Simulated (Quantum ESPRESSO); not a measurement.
# Moving one atom in Ga3MgO5F

Calculated results; nothing here was measured. They come from pw.x of Quantum ESPRESSO 7.5, a plane-wave density functional program, with PseudoDojo standard norm-conserving files (v0.5 for PBE, v0.4.1 for LDA and PBEsol). The cells are made up: elements, strain and atom displacements were drawn at random, and nothing was relaxed. There is no spin polarisation, spin-orbit coupling or dispersion term.

The cell has 10 sites of a corundum lattice. Sites 1 to 4 hold Ga Ga Ga Mg; sites 5 to 10 hold O O O F O O. Cell vectors in Å: (2.638, 1.458, 4.680); (-2.583, 1.425, 4.661); (-0.002, -2.976, 4.700). Settings: PBE, cutoff 1143 eV, 5 x 5 x 5 k mesh shifted by half a step, Fermi-Dirac smearing of 0.025 eV.

Each run shifts the Ga atom on site 3 along x and leaves all else fixed. Site 7 is one of its nearest neighbours. E is the free energy of the cell above the lowest run shown. The last column is band 44 less band 43 at Gamma, from a band step after each run.

```
run,shift (Å),Fx on site 3 (eV/Å),Fx on site 7 (eV/Å),P (GPa),E (meV),level step at Gamma (eV)
1,-0.1326,4.655,-1.143,-2.75,863.0,1.346
2,-0.1154,4.471,-1.189,-3.01,784.5,1.369
3,-0.0588,3.859,-1.322,-3.77,548.7,1.442
4,0.0057,3.149,-1.432,-4.44,322.6,1.515
5,0.0705,2.413,-1.482,-4.89,142.3,1.574
7,0.1420,1.555,-1.443,-5.11,0.0,1.620
6,0.1079,?,?,?,?,?
```

A rerun of one of these cells at 1437 eV and k mesh 7 x 7 x 7 moved values by no more than 0.004 eV in the cell's energy, 0.04 GPa in stress and 0.002 eV/Å in force.

## Worked fit

A parabola through the six runs shown gives Fx on site 3 = 3.214 - 11.24 u - 3.0 u² eV/Å, with u in Å and a scatter of 0.006 eV/Å. Minus the slope, 11.24 ± 0.12 eV/Å², is this atom's force constant along x at u = 0, with its periodic images moving too. The fitted force does not vanish within the range. The error is the larger of the fit's own and the change that a cubic makes, rounded up.

## Withheld run

Question: what Fx on site 3 should run 6 give?

The fit gives 1.966 eV/Å. The calculation gave 1.972 eV/Å.

```
run,shift (Å),Fx on site 3 (eV/Å),Fx on site 7 (eV/Å),P (GPa),E (meV),level step at Gamma (eV)
6,0.1079,1.972,-1.476,-5.04,60.2,1.601
```